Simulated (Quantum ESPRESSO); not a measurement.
Al2ZnF7Cl, input and log of a self-consistent run

Computed values, not a measurement. The program is pw.x of Quantum ESPRESSO 7.5 (plane-wave density functional theory). The cell is made up: 11 atoms on a rutile lattice with one site empty, with randomly drawn elements, strain and displacements, not relaxed. PseudoDojo standard norm-conserving files (v0.5 for PBE, v0.4.1 for LDA and PBEsol) set the functional; there is no spin polarisation, spin-orbit coupling or dispersion term, and the masses in the input are unused placeholders.

Input:

```
&control calculation='scf', pseudo_dir='./dojo.nc.sr.pbe.v0_5.standard.upf', outdir='./o', disk_io='low', tprnfor=.true., tstress=.true. /
&system ibrav=0, nat=11, ntyp=4, nbnd=47, ecutwfc=84.00895049, nosym=.true., tot_charge=0,
 occupations='smearing', smearing='fd', degauss=0.0018374661
/
&electrons conv_thr=7.350e-09, electron_maxstep=60, /
ATOMIC_SPECIES
Al 1.0 Al.upf
Cl 1.0 Cl.upf
F 1.0 F.upf
Zn 1.0 Zn.upf
CELL_PARAMETERS angstrom
4.8825 0.0 0.0
0.0 4.8825 0.0
0.0 0.0 6.4912
ATOMIC_POSITIONS angstrom
Al 0.023 0.0716 -0.006
Al -0.0837 0.0461 3.3473
Zn 2.4569 2.491 4.8664
F 1.4866 1.5065 -0.0684
F 3.4233 3.3768 -0.0608
F 3.9355 0.931 1.6194
F 0.9547 4.0215 1.671
Cl 1.456 1.5358 3.3402
F 3.4868 3.3129 3.3969
F 3.912 0.9003 4.9141
F 1.0175 3.9189 4.8351
K_POINTS automatic
5 5 4 1 1 1
```

The log is shortened where brackets say so; the opening notice, blank lines, dates and the lines on written files are dropped, and the path of the files is cut. It prints rydbergs, bohrs and kilobars, and counts compression as positive stress. With no partly filled state, the Fermi energy that it prints is only some level between the filled and the empty states on the mesh, and need not lie in the true gap.

```
     Program PWSCF v.7.5
     Parallel version (MPI & OpenMP), running on       4 processor cores
     Number of MPI processes:                 4
     Threads/MPI process:                     1
     [start-up lines left out]
     bravais-lattice index     =            0
     lattice parameter (alat)  =       9.2266  a.u.
     unit-cell volume          =    1044.2539 (a.u.)^3
     number of atoms/cell      =           11
     number of atomic types    =            4
     number of electrons       =        82.00
     number of Kohn-Sham states=           47
     kinetic-energy cutoff     =      84.0090  Ry
     charge density cutoff     =     336.0358  Ry
     scf convergence threshold =      7.3E-09
     mixing beta               =       0.7000
     number of iterations used =            8  plain     mixing
     Exchange-correlation= PBE
                           (   1   4   3   4   0   0   0)
     [axes and pseudopotential details left out]
   Cartesian axes
     site n.     atom                  positions (alat units)
         1        Al     tau(   1) = (   0.0047107   0.0146646  -0.0012289  )
         2        Al     tau(   2) = (  -0.0171429   0.0094419   0.6855709  )
         3        Zn     tau(   3) = (   0.5032053   0.5101895   0.9967025  )
         4        F      tau(   4) = (   0.3044752   0.3085509  -0.0140092  )
         5        F      tau(   5) = (   0.7011367   0.6916129  -0.0124526  )
         6        F      tau(   6) = (   0.8060420   0.1906810   0.3316743  )
         7        F      tau(   7) = (   0.1955351   0.8236559   0.3422427  )
         8        Cl     tau(   8) = (   0.2982079   0.3145520   0.6841167  )
         9        F      tau(   9) = (   0.7141423   0.6785253   0.6957296  )
        10        F      tau(  10) = (   0.8012289   0.1843932   1.0064721  )
        11        F      tau(  11) = (   0.2083973   0.8026421   0.9902919  )
     number of k points=    50  Fermi-Dirac smearing, width (Ry)=  0.0018
                       cart. coord. in units 2pi/alat
        k(    1) = (   0.1000000   0.1000000   0.0940215), wk =   0.0400000
        k(    2) = (   0.1000000   0.1000000   0.2820646), wk =   0.0400000
     [further k points left out]
     Dense  grid:   108555 G-vectors     FFT dimensions: (  54,  54,  72)
     Estimated max dynamical RAM per process >     284.95 MB
     Estimated total dynamical RAM >       1.04 GB
     Initial potential from superposition of free atoms
     starting charge      81.9949, renormalised to      82.0000
     Starting wfcs are   50 randomized atomic wfcs
     total cpu time spent up to now is        4.9 secs
     per-process dynamical memory:   217.1 Mb
     Self-consistent Calculation
     iteration #  1     ecut=    84.01 Ry     beta= 0.70
     Davidson diagonalization with overlap
     ethr =  1.00E-02,  avg # of iterations =  2.9
     total cpu time spent up to now is       14.9 secs
     total energy              =    -805.52510905 Ry
     estimated scf accuracy    <       1.36282234 Ry
     iteration #  2     ecut=    84.01 Ry     beta= 0.70
     Davidson diagonalization with overlap
     ethr =  1.66E-03,  avg # of iterations =  2.2
     total cpu time spent up to now is       25.6 secs
     total energy              =    -805.84880486 Ry
     estimated scf accuracy    <       1.39466464 Ry
     iteration #  3     ecut=    84.01 Ry     beta= 0.70
     Davidson diagonalization with overlap
     ethr =  1.66E-03,  avg # of iterations =  2.0
     total cpu time spent up to now is       34.8 secs
     total energy              =    -806.12536644 Ry
     estimated scf accuracy    <       0.02368949 Ry
     iteration #  4     ecut=    84.01 Ry     beta= 0.70
     Davidson diagonalization with overlap
     ethr =  2.89E-05,  avg # of iterations =  8.4
     total cpu time spent up to now is       47.7 secs
     total energy              =    -806.13221477 Ry
     estimated scf accuracy    <       0.00994143 Ry
     iteration #  5     ecut=    84.01 Ry     beta= 0.70
     Davidson diagonalization with overlap
     ethr =  1.21E-05,  avg # of iterations =  2.5
     total cpu time spent up to now is       57.1 secs
     total energy              =    -806.13373636 Ry
     estimated scf accuracy    <       0.00053320 Ry
     iteration #  6     ecut=    84.01 Ry     beta= 0.70
     Davidson diagonalization with overlap
     ethr =  6.50E-07,  avg # of iterations =  6.3
     total cpu time spent up to now is       68.4 secs
     total energy              =    -806.13383119 Ry
     estimated scf accuracy    <       0.00005556 Ry
     iteration #  7     ecut=    84.01 Ry     beta= 0.70
     Davidson diagonalization with overlap
     ethr =  6.78E-08,  avg # of iterations =  2.0
     total cpu time spent up to now is       78.5 secs
     total energy              =    -806.13384517 Ry
     estimated scf accuracy    <       0.00000761 Ry
     iteration #  8     ecut=    84.01 Ry     beta= 0.70
     Davidson diagonalization with overlap
     ethr =  9.28E-09,  avg # of iterations =  2.0
     total cpu time spent up to now is       88.4 secs
     total energy              =    -806.13384723 Ry
     estimated scf accuracy    <       0.00000129 Ry
     iteration #  9     ecut=    84.01 Ry     beta= 0.70
     Davidson diagonalization with overlap
     ethr =  1.57E-09,  avg # of iterations =  2.0
     total cpu time spent up to now is       97.8 secs
     total energy              =    -806.13384744 Ry
     estimated scf accuracy    <       0.00000010 Ry
     iteration # 10     ecut=    84.01 Ry     beta= 0.70
     Davidson diagonalization with overlap
     ethr =  1.27E-10,  avg # of iterations =  2.0
     total cpu time spent up to now is      107.7 secs
     total energy              =    -806.13384747 Ry
     estimated scf accuracy    <       0.00000001 Ry
     iteration # 11     ecut=    84.01 Ry     beta= 0.70
     Davidson diagonalization with overlap
     ethr =  1.47E-11,  avg # of iterations =  2.0
     total cpu time spent up to now is      117.4 secs
     End of self-consistent calculation
          k = 0.1000 0.1000 0.0940 ( 13576 PWs)   bands (ev):
  -120.6934 -74.9156 -74.9102 -74.8315 -21.1118 -20.2335 -18.8095 -18.6531
   -18.3295 -18.1217 -18.0744 -11.8697  -4.6775  -3.8228  -3.1864  -2.8767
    -2.6695  -2.5995  -2.4606  -2.1927  -1.8370  -1.7651  -1.6150  -1.3567
    -1.0675  -0.9490  -0.4752  -0.4151  -0.2450   0.0259   0.1378   0.3274
     0.3828   0.5356   0.6489   0.7931   0.9216   1.0240   1.1494   1.6473
     1.8784   5.6283   8.1054   9.3822   9.9878  11.0498  11.6522
     [levels at the other k points left out]
     the Fermi energy is     3.5993 ev
!    total energy              =    -806.13384748 Ry
     estimated scf accuracy    <          2.6E-09 Ry
     smearing contrib. (-TS)   =       0.00000000 Ry
     internal energy E=F+TS    =    -806.13384748 Ry
     The total energy is F=E-TS. E is the sum of the following terms:
     one-electron contribution =    -643.19260940 Ry
     hartree contribution      =     358.48748265 Ry
     xc contribution           =    -135.63197113 Ry
     ewald contribution        =    -385.79674959 Ry
     convergence has been achieved in  11 iterations
     Forces acting on atoms (cartesian axes, Ry/au):
     atom    1 type  1   force =     0.01072898   -0.00492587    0.08867027
     atom    2 type  1   force =    -0.04336120   -0.08632501   -0.07715426
     atom    3 type  4   force =     0.04621710    0.04137579    0.11296101
     atom    4 type  3   force =    -0.07925894   -0.07756314   -0.00667501
     atom    5 type  3   force =     0.06495394    0.06654293   -0.02541573
     atom    6 type  3   force =     0.05820470   -0.06491834   -0.00612232
     atom    7 type  3   force =    -0.07258605    0.05805899   -0.01808216
     atom    8 type  2   force =    -0.04141543   -0.04452955   -0.10355125
     atom    9 type  3   force =     0.07940428    0.09807486    0.00033425
     atom   10 type  3   force =     0.06117567   -0.06583512    0.01120612
     atom   11 type  3   force =    -0.08406305    0.08004446    0.02382908
     Total force =     0.361560     Total SCF correction =     0.000073
     Computing stress (Cartesian axis) and pressure
          total   stress  (Ry/bohr**3)                   (kbar)     P=      -97.07
  -0.00053353  -0.00015743   0.00011317          -78.49      -23.16       16.65
  -0.00015743  -0.00055445   0.00013076          -23.16      -81.56       19.24
   0.00011317   0.00013076  -0.00089155           16.65       19.24     -131.15
     init_run     :      4.54s CPU      4.77s WALL (       1 calls)
     electrons    :    112.01s CPU    112.58s WALL (       1 calls)
     forces       :      1.95s CPU      1.96s WALL (       1 calls)
     stress       :      6.79s CPU      6.98s WALL (       1 calls)
     [timing details left out]
     PWSCF        :   2m 5.47s CPU   2m 6.51s WALL
     JOB DONE.
```

In other units: free energy -10968.010 eV for the cell, pressure -9.71 GPa, largest force component 2.904 eV/Å. A rerun of this cell at 1437 eV and a 7 x 7 x 6 mesh moved values by no more than 0.003 eV in energy, 0.02 GPa in stress and 0.002 eV/Å in force.